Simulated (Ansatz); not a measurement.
KMgH3 (cubic perovskite)

```yaml
crystal:
  lattice:
    - [3.99205, 0.00000, 0.00000]
    - [0.00000, 3.99205, 0.00000]
    - [0.00000, 0.00000, 3.99205]
  atoms:
    - { symbol: K, position: [0.00000, 0.00000, 0.00000] }
    - { symbol: Mg, position: [0.50000, 0.50000, 0.50000] }
    - { symbol: H, position: [0.50000, 0.00000, 0.50000] }
    - { symbol: H, position: [0.00000, 0.50000, 0.50000] }
    - { symbol: H, position: [0.50000, 0.50000, 0.00000] }
```

Two coordinates are scanned: the volume, and the ratio of the stretch along z (the conventional c axis) to the stretch across it. Atoms keep their fractional coordinates.

These are r2SCAN (plane waves to 500 eV, PAW, scalar-relativistic; Ansatz, an electronic-structure program) values and carry that method's errors. k mesh 8×8×8 (Γ-centred), Fermi-Dirac smearing 0.05 eV. Stress and pressure are positive under compression. KMgH3 was relaxed with its symmetry unable to fall.

Changes of σxx (GPa) from the point V/V₀ = 1.000, (c/a)/(c/a)₀ = 1.000 when one coordinate moves alone (two changes are said to add if the coupling is within 5 % of the smaller one, nearly so within 20 %):

| point | change |
|---|---|
| V/V₀ = 1.000, (c/a)/(c/a)₀ = 0.880 | -1.772 |
| V/V₀ = 1.000, (c/a)/(c/a)₀ = 0.920 | -1.249 |
| V/V₀ = 1.000, (c/a)/(c/a)₀ = 0.960 | -0.661 |
| V/V₀ = 0.960, (c/a)/(c/a)₀ = 1.000 | 1.647 |
| V/V₀ = 0.973, (c/a)/(c/a)₀ = 1.000 | 1.064 |
| V/V₀ = 0.987, (c/a)/(c/a)₀ = 1.000 | 0.515 |
| V/V₀ = 1.013, (c/a)/(c/a)₀ = 1.000 | -0.484 |
| V/V₀ = 1.027, (c/a)/(c/a)₀ = 1.000 | -0.940 |
| V/V₀ = 1.040, (c/a)/(c/a)₀ = 1.000 | -1.368 |
| V/V₀ = 1.000, (c/a)/(c/a)₀ = 1.040 | 0.738 |
| V/V₀ = 1.000, (c/a)/(c/a)₀ = 1.080 | 1.553 |
| V/V₀ = 1.000, (c/a)/(c/a)₀ = 1.120 | 2.442 |

Problem. What is the change at V/V₀ = 1.040, (c/a)/(c/a)₀ = 1.040, where both move, and how far is it from the sum?

Solution. The sum of the single changes is -1.368 + (0.738) = -0.630; the calculation gives -0.720, so the coupling contributes -0.090 (under 20 % of the smaller single change, nearly additive).

Problem. Do the two effects add at V/V₀ = 1.013, (c/a)/(c/a)₀ = 1.040? Give the computed change.

Solution. The sum of the single changes is -0.484 + (0.738) = 0.254; the calculation gives 0.222, so the coupling contributes -0.032 (under 20 % of the smaller single change, nearly additive).

(Under strain, the slope of the energy per volume gives the stress and its curvature an elastic modulus.)
